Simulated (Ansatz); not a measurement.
Values for one crystal, relaxed and computed with LDA in the plane-wave PAW code Ansatz; other levels are named.

```yaml
volume_per_atom: 13.84 Å³
electronic_character: metallic (no gap)
Elastic constants (relaxed ions, GPa): C11 = 672, C12 = 272, C44 = 293
hill_bulk_and_shear_moduli: 406 and 251 GPa
Bulk modulus (Birch–Murnaghan fit): 405 GPa
debye_temperature_from_the_elastic_constants: 454 K
Pressure derivative B′: 5.0
```

### Question
Pick the material that matches.
A. W, fcc (Cu type)
B. Ag, fcc (Cu type)
C. Al, fcc (Cu type)
D. Ir, fcc (Cu type)

### Answer
D, Ir, fcc (Cu type)

Space group Fm-3m (fcc (Cu type)). The LDA relaxation kept the symmetry of its start. The run is not spin-polarised. As this level gives no gap, shear constants depend on the k-mesh and smearing (Fermi–Dirac, 0.1 eV here). Scalar-relativistic: spin–orbit coupling is off unless named, which matters more the heavier the elements.

Potentials: the earlier of the program's two PAW sets. The files were generated under PBE; for other functionals the program regenerates the frozen cores, and for LDA and PBEsol the local potential too.
